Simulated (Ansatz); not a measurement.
Two states of GdV4

```xyz
10
Lattice="0.0000 4.2959 0.0000 5.0246 -2.1479 0.0000 -1.5701 2.1479 -7.5592" Properties=species:S:1:pos:R:3 pbc="T T T"
V     3.8007    0.0000   -4.9392
V    -0.3462    4.2959   -2.6200
V     0.6886    2.1479   -3.2066
V     2.7659    2.1479   -4.3526
V     2.4763    2.1479   -6.7776
V     0.9782    2.1479   -0.7816
Gd    2.6720    0.0000   -2.2164
Gd    0.7825    4.2959   -5.3429
V    -0.1937    2.1479   -7.1714
V     3.6482    2.1479   -0.3878
```

The numbers come from plane-wave PAW DFT (Ansatz): PBE, 420 eV, 5×5×5 Γ-centred k points, fermi-dirac occupations (width 0.1 eV). Nothing was relaxed.

State A: Gd7 up, Gd8 up (collinear spin). State B: Gd7 up, Gd8 down, V9 up, V10 down (collinear spin).

Task: Which state is lower, and how do they differ?

Result: State A is lower by 1.4 meV an atom at zero smearing. So small a gap isn't resolved on this mesh where a state is a metal.

| state | free energy (meV/atom) | largest moment in a small sphere (μB) | net moment (μB/cell) | gap on mesh (eV) | pressure (GPa) | largest force (eV/Å) |
| --- | --- | --- | --- | --- | --- | --- |
| A | 0.0 | 6.96 | 12.80 | metal | 5.6 | 1.29 |
| B | 1.5 | 6.94 | 0.00 | metal | 5.7 | 1.30 |

Origin: a known structure type with other elements, at an estimated volume, so it need not be a known compound. Caveats: the k mesh is coarse if the cell is a metal; f shells without a U or exact exchange are poorly placed.
